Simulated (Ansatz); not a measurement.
SrO:
```
CELL_PARAMETERS angstrom
      3.54460     0.00000     0.00000
     -1.77230     3.06971     0.00000
      0.00000     0.00000     6.19603
ATOMIC_POSITIONS crystal
  Sr 0.33333 0.66667 0.25000
  Sr 0.66667 0.33333 0.75000
  O  0.00000 0.00000 0.00000
  O  0.00000 0.00000 0.50000
```

Relaxed with HSE06. Special points in fractions of this cell's reciprocal vectors: Γ (0.000, 0.000, 0.000); M (0.500, 0.000, 0.000); K (0.333, 0.333, 0.000); A (0.000, 0.000, 0.500); L (0.500, 0.000, 0.500); H (0.333, 0.333, 0.500).

Task: List the band energies nearest the valence-band maximum at these points for plane-wave PAW HSE06 (Ansatz code).

Result: In eV from the valence-band maximum; about four levels below and three above (degenerate sets whole), none deeper than 8.9 eV; points with the same levels are listed once.

| k | below | above |
|---|---|---|
| Γ | -1.07 -1.07 -0.84 -0.84 0.00 | 4.55 6.57 6.75 |
| M | -1.52 -1.45 -0.57 -0.27 | 4.54 7.33 7.58 |
| K | -1.52 -1.52 -1.48 -1.48 -0.61 | 6.22 6.22 9.22 |
| A | -0.98 -0.98 -0.98 -0.98 | 6.17 6.17 7.61 7.61 |
| L | -1.32 -1.32 -1.05 -1.05 | 5.81 5.81 8.42 8.42 |
| H | -1.21 -1.21 -0.72 -0.72 | 6.60 6.60 8.43 8.43 |

Space group P6_3/mmc (NiAs type). The first step of the workflow began from a Materials Project structure, measured or hypothetical; the Crystallography Open Database copy checked does not list it. It is not the phase usual at ambient conditions (space group No. 225). The cell was relaxed with HSE06 under the symmetry of its start; whether a distortion lowers the energy is not shown. The hybrid was solved on a coarse mesh, the path and, where they were found, the r²SCAN edge points; its band edges are the extreme levels among these. Scalar-relativistic: spin–orbit coupling is off unless named, which matters more the heavier the elements.

Potentials: the later of the program's two PAW sets.
